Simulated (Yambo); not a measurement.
```
CELL_PARAMETERS angstrom
      0.00000     2.09329     2.09329
      2.09329     0.00000     2.09329
      2.09329     2.09329     0.00000
ATOMIC_POSITIONS crystal
  Be 0.75000 0.75000 0.75000
  Be 0.25000 0.25000 0.25000
  C  0.00000 0.00000 0.00000
```

Be2C (space group Fm-3m, No. 225) under isotropic strain of -3 % on all lattice vectors: mean Im ε in 1 eV windows above the direct gap of 5.64 eV, for different electron-hole kernels (Yambo, broadening 0.15 eV, PBEsol (Quantum ESPRESSO, PseudoDojo norm-conserving, 88 Ry, no spin-orbit coupling) bands; 10×10×10 mesh, 3 valence and 3 conduction bands, static screening with 13 bands and a 4 Ry block, scissor 1.33 eV, Tamm-Dancoff; field along x).

| window (eV) | independent quasiparticles | BSE |
|---|---|---|
| 5.6 to 6.6 | 2.0 | 4.4 |
| 6.6 to 7.6 | 3.7 | 9.6 |
| 7.6 to 8.6 | 10 | 26 |

This run doesn't resolve bound excitons or single peaks, so only averages are given, and they too depend on the mesh; weight that the attraction moves below the gap isn't listed. All transitions below 9.17 eV are in the band window. The scissor comes from a G0W0 run whose convergence isn't established.

Geometry strained from the cell relaxed with PBEsol, atoms relaxed again.
